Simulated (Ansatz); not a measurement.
Here is an unrelaxed guess for Be₃B₂C.

```
CELL_PARAMETERS angstrom
3.06141 0.00000 0.00000
-1.53070 2.65125 0.00000
0.00000 0.00000 5.12077
ATOMIC_POSITIONS crystal
Be 0.50000 0.00000 0.00000
Be 0.00000 0.50000 0.00000
Be 0.50000 0.50000 0.00000
B 0.00000 0.00000 0.82579
B 0.00000 0.00000 0.17421
C 0.00000 0.00000 0.50000
```

Level of theory: DFT PBE, scalar-relativistic, plane waves, PAW in Ansatz 0.2.0. Cutoff 420 eV; k points 6×6×4 on the computed 6-atom cell (Γ-centred); Gaussian smearing, width 0.10 eV; no spin polarisation.

The zero of energy is the elements' standard structures at the same level; no fitted shifts are applied.

Question: How far from equilibrium is it?

Answer: The pressure is 88.8 GPa (the mean over three directions, positive in compression), the largest force is 5.36 eV/Å, and the energy is +2.49 eV/atom against the elements. The shortest distance is 1.53 Å.

Question: How much does it gain on relaxing, and where does it end?

Answer: Relaxing gains about 1.8 eV/atom (the start's value is from the coarse mesh, so the gain is rough) in 20 ionic steps and ends at +0.70 eV/atom on the finer mesh. The symmetry stays P6/mmm (No. 191). The volume per atom grows by 55.2 %, from 6.9 to 10.7 Å³. The shortest distance goes from 1.53 Å (Be–Be) to 1.42 Å (B–C). The ratio c/a of the conventional cell changes by a factor of 0.65. Conventional cell: a = 4.086 Å, c = 4.461 Å. Be has 4 Be at 2.04 Å and 4 B at 2.20 Å; B is surrounded by 1 C at 1.42 Å, 1 B at 1.62 Å and 6 Be at 2.20 Å; around C lie 2 B at 1.42 Å.

The last run used a 12×12×8 mesh (in the run's order of axes) for its 6-atom cell and Gaussian smearing of 0.10 eV. The reference form of C is held partly by dispersion forces, which this level lacks. The relaxation can't lower the symmetry of the start. A structure relaxed within its symmetry needn't be a true minimum.
